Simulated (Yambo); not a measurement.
BaCuSF (space group P4/nmm, No. 129), G0W0@LDA (Yambo, plasmon pole, terminator in G, 4×4×1 mesh): gap Γ → Γ in eV by bands and screening block.

| bands (W and G) | 2 Ry | 3 Ry | 4 Ry | 5 Ry | 6 Ry |
|---|---|---|---|---|---|
| 63 | 3.71 | 3.53 | 3.35 | 3.34 | 3.31 |
| 83 | 3.46 | 3.28 | 3.10 | (withheld) | 3.06 |
| 112 | 3.25 | 3.08 | 2.91 | 2.91 | (withheld) |
| 145 | 3.17 | (withheld) | 2.83 | 2.83 | 2.81 |
| 182 | 3.13 | 2.94 | 2.78 | 2.78 | 2.77 |

Task: Estimate the withheld gaps from their neighbours; the computed values follow.

Result: 
- 83, 5 Ry: 3.09
- 112, 6 Ry: 2.88
- 145, 3 Ry: 2.99

The largest settings aren't shown to be the converged limit.

Geometry of the Materials Project entry, not relaxed at this level; primitive cell a = 4.1299 Å, b = 4.1299 Å, c = 9.1065 Å, α = 90.00°, β = 90.00°, γ = 90.00°.

The structure is a Materials Project entry; no match was found in the copy of COD used, and its stability was not checked.
